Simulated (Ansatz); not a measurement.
A geometry of ScAl3 away from equilibrium: the start of the relaxation of a relaxed ScAl3 cell shaken by Gaussian noise of σ = 0.08 Å a coordinate. Level of theory: r2SCAN (plane waves to 500 eV, PAW, scalar-relativistic; Ansatz, a program for electronic structure). Γ-centred k-mesh 8×8×4 on the run's cell (coarser than for final values), Fermi–Dirac smearing 0.05 eV.

```xyz
8
Lattice="4.8982 0.0000 0.0000 -2.4491 4.2420 0.0000 0.0000 0.0000 8.1806" Properties=species:S:1:pos:R:3:forces:R:3 pbc="T T T" free_energy=-7520.319 pressure_GPa=1.4
Al    -0.0741    -0.1097    -0.0949    0.3087    0.3123    0.1329
Al     0.0316     2.8240     1.1620   -0.4207   -0.1492    1.9181
Al     2.3834     1.3811     1.3847    0.1501   -0.0923    0.2044
Al     2.4870     1.4851     7.0648    0.3685   -0.2621   -1.0249
Al     0.1423     2.8384     6.9735   -0.3097    0.0572   -1.8502
Al    -0.0966     0.0758     4.1779    0.4884   -0.0868    0.0003
Sc    -0.0561     2.9440     4.1043   -0.1768   -0.4357   -0.4311
Sc     2.4217     1.4197     4.0778   -0.4085    0.6566    1.0505
```

Positions in Å, forces in eV/Å, free energy of the cell in eV (comparable only within this code, potentials and settings). Largest force: 1.97 eV/Å, on Al2 (atoms numbered as listed); the geometry lies 0.54 eV/atom above the end of its relaxation.

No spin polarisation in the result.

The end of the path is a generated cell of ScAl3: the first start was made by a random draw of sites in a space group, and the end was not matched to a known phase here, so it may be hypothetical.
